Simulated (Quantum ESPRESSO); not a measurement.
# Ge5Si2: input and log of a self-consistent run

A calculation, not a measurement. The program is pw.x of Quantum ESPRESSO 7.5 (plane-wave density functional theory). The cell is made up: 7 atoms on a zincblende/diamond lattice with one site empty, with randomly drawn elements, strain and displacements, not relaxed. PseudoDojo standard norm-conserving files (v0.5 for PBE, v0.4.1 for LDA and PBEsol) set the functional; there is no spin polarisation, spin-orbit coupling or dispersion term, and the masses in the input are unused placeholders. A spin-polarised start on this cell or one of its family kept no moment.

Input:

```
&control calculation='scf', pseudo_dir='./dojo.nc.sr.pbe.v0_5.standard.upf', outdir='./o', disk_io='low', tprnfor=.true., tstress=.true. /
&system ibrav=0, nat=7, ntyp=2, nbnd=49, ecutwfc=77.98206166, nosym=.true., tot_charge=0,
 occupations='smearing', smearing='fd', degauss=0.0073498644
/
&electrons conv_thr=7.350e-09, electron_maxstep=60, /
ATOMIC_SPECIES
Ge 1.0 Ge.upf
Si 1.0 Si.upf
CELL_PARAMETERS angstrom
5.6875 -0.0631 0.0817
-0.0631 5.7948 -0.0189
0.0817 -0.0189 5.6723
ATOMIC_POSITIONS angstrom
Ge 0.0115 -0.0653 0.0512
Ge 0.0862 2.8837 2.7759
Si 2.7977 -0.036 2.9072
Ge 2.8532 2.8457 -0.0143
Si 1.4397 4.2594 4.342
Ge 4.2825 1.4161 4.3434
Ge 4.1477 4.2605 1.3516
K_POINTS automatic
6 6 6 1 1 1
```

The log is shortened where brackets say so; the opening notice, blank lines, dates and the lines on written files are dropped, and the path of the files is cut. It prints rydbergs, bohrs and kilobars, and counts compression as positive stress.

```
     Program PWSCF v.7.5
     Parallel version (MPI & OpenMP), running on       4 processor cores
     Number of MPI processes:                 4
     Threads/MPI process:                     1
     [start-up lines left out]
     bravais-lattice index     =            0
     lattice parameter (alat)  =      10.7496  a.u.
     unit-cell volume          =    1261.1567 (a.u.)^3
     number of atoms/cell      =            7
     number of atomic types    =            2
     number of electrons       =        78.00
     number of Kohn-Sham states=           49
     kinetic-energy cutoff     =      77.9821  Ry
     charge density cutoff     =     311.9282  Ry
     scf convergence threshold =      7.3E-09
     mixing beta               =       0.7000
     number of iterations used =            8  plain     mixing
     Exchange-correlation= PBE
                           (   1   4   3   4   0   0   0)
     [axes and pseudopotential details left out]
   Cartesian axes
     site n.     atom                  positions (alat units)
         1        Ge     tau(   1) = (   0.0020216  -0.0114794   0.0090007  )
         2        Ge     tau(   2) = (   0.0151535   0.5069407   0.4879900  )
         3        Si     tau(   3) = (   0.4918223  -0.0063286   0.5110719  )
         4        Ge     tau(   4) = (   0.5015789   0.5002605  -0.0025139  )
         5        Si     tau(   5) = (   0.2530924   0.7487822   0.7633029  )
         6        Ge     tau(   6) = (   0.7528430   0.2489436   0.7635490  )
         7        Ge     tau(   7) = (   0.7291458   0.7489755   0.2376048  )
     number of k points=   108  Fermi-Dirac smearing, width (Ry)=  0.0073
     Number of k-points >= 100: set verbosity='high' to print them.
     Dense  grid:   117353 G-vectors     FFT dimensions: (  64,  64,  64)
     Estimated max dynamical RAM per process >     452.84 MB
     Estimated total dynamical RAM >       1.68 GB
     Initial potential from superposition of free atoms
     starting charge      77.9947, renormalised to      78.0000
     Starting wfcs are   53 randomized atomic wfcs
     total cpu time spent up to now is        7.1 secs
     per-process dynamical memory:   398.8 Mb
     Self-consistent Calculation
     iteration #  1     ecut=    77.98 Ry     beta= 0.70
     Davidson diagonalization with overlap
     ethr =  1.00E-02,  avg # of iterations =  3.0
     Threshold (ethr) on eigenvalues was too large:
     Diagonalizing with lowered threshold
     Davidson diagonalization with overlap
     ethr =  1.28E-04,  avg # of iterations =  7.1
     total cpu time spent up to now is       46.3 secs
     total energy              =    -909.90144784 Ry
     estimated scf accuracy    <       0.11621023 Ry
     iteration #  2     ecut=    77.98 Ry     beta= 0.70
     Davidson diagonalization with overlap
     ethr =  1.49E-04,  avg # of iterations =  2.0
     total cpu time spent up to now is       61.3 secs
     total energy              =    -909.90711015 Ry
     estimated scf accuracy    <       0.04296928 Ry
     iteration #  3     ecut=    77.98 Ry     beta= 0.70
     Davidson diagonalization with overlap
     ethr =  5.51E-05,  avg # of iterations =  2.0
     total cpu time spent up to now is       76.7 secs
     total energy              =    -909.91773821 Ry
     estimated scf accuracy    <       0.01403005 Ry
     iteration #  4     ecut=    77.98 Ry     beta= 0.70
     Davidson diagonalization with overlap
     ethr =  1.80E-05,  avg # of iterations =  2.2
     total cpu time spent up to now is       91.2 secs
     total energy              =    -909.92019607 Ry
     estimated scf accuracy    <       0.00370046 Ry
     iteration #  5     ecut=    77.98 Ry     beta= 0.70
     Davidson diagonalization with overlap
     ethr =  4.74E-06,  avg # of iterations =  3.6
     total cpu time spent up to now is      106.7 secs
     total energy              =    -909.92091873 Ry
     estimated scf accuracy    <       0.00016147 Ry
     iteration #  6     ecut=    77.98 Ry     beta= 0.70
     Davidson diagonalization with overlap
     ethr =  2.07E-07,  avg # of iterations =  4.2
     total cpu time spent up to now is      122.8 secs
     total energy              =    -909.92095696 Ry
     estimated scf accuracy    <       0.00005558 Ry
     iteration #  7     ecut=    77.98 Ry     beta= 0.70
     Davidson diagonalization with overlap
     ethr =  7.13E-08,  avg # of iterations =  2.0
     total cpu time spent up to now is      137.0 secs
     total energy              =    -909.92096886 Ry
     estimated scf accuracy    <       0.00000451 Ry
     iteration #  8     ecut=    77.98 Ry     beta= 0.70
     Davidson diagonalization with overlap
     ethr =  5.78E-09,  avg # of iterations =  2.2
     total cpu time spent up to now is      151.4 secs
     total energy              =    -909.92096982 Ry
     estimated scf accuracy    <       0.00000101 Ry
     iteration #  9     ecut=    77.98 Ry     beta= 0.70
     Davidson diagonalization with overlap
     ethr =  1.29E-09,  avg # of iterations =  2.0
     total cpu time spent up to now is      165.2 secs
     total energy              =    -909.92097005 Ry
     estimated scf accuracy    <       0.00000009 Ry
     iteration # 10     ecut=    77.98 Ry     beta= 0.70
     Davidson diagonalization with overlap
     ethr =  1.10E-10,  avg # of iterations =  2.6
     total cpu time spent up to now is      179.5 secs
     End of self-consistent calculation
     Number of k-points >= 100: set verbosity='high' to print the bands.
     the Fermi energy is     6.3365 ev
!    total energy              =    -909.92097007 Ry
     estimated scf accuracy    <          3.6E-09 Ry
     smearing contrib. (-TS)   =      -0.00570814 Ry
     internal energy E=F+TS    =    -909.91526193 Ry
     The total energy is F=E-TS. E is the sum of the following terms:
     one-electron contribution =    -588.65548235 Ry
     hartree contribution      =     337.54720649 Ry
     xc contribution           =    -223.85817580 Ry
     ewald contribution        =    -434.94881027 Ry
     convergence has been achieved in  10 iterations
     Forces acting on atoms (cartesian axes, Ry/au):
     atom    1 type  1   force =     0.01194637    0.02884583   -0.01789963
     atom    2 type  1   force =    -0.00582203    0.00275173   -0.00562951
     atom    3 type  2   force =     0.00750269   -0.01766439    0.00406475
     atom    4 type  1   force =    -0.05570568    0.00457851    0.00456219
     atom    5 type  2   force =     0.00886756    0.01312819   -0.02593613
     atom    6 type  1   force =     0.02663011   -0.04929086   -0.03544196
     atom    7 type  1   force =     0.00658098    0.01765100    0.07628029
     Total force =     0.128024     Total SCF correction =     0.000262
     Computing stress (Cartesian axis) and pressure
          total   stress  (Ry/bohr**3)                   (kbar)     P=      -24.28
  -0.00016767   0.00010058  -0.00008592          -24.67       14.80      -12.64
   0.00010058  -0.00017471   0.00005156           14.80      -25.70        7.59
  -0.00008592   0.00005156  -0.00015280          -12.64        7.59      -22.48
     init_run     :      6.80s CPU      7.00s WALL (       1 calls)
     electrons    :    171.79s CPU    172.47s WALL (       1 calls)
     forces       :      1.96s CPU      1.98s WALL (       1 calls)
     stress       :      6.79s CPU      6.79s WALL (       1 calls)
     [timing details left out]
     PWSCF        :   3m 7.45s CPU   3m 8.43s WALL
     JOB DONE.
```

In other units: free energy -12380.105 eV for the cell, pressure -2.43 GPa, largest force component 1.961 eV/Å. A rerun of this cell at 1347 eV and a 8 x 8 x 8 mesh moved values by no more than 0.005 eV in energy, 0.02 GPa in stress and 0.003 eV/Å in force.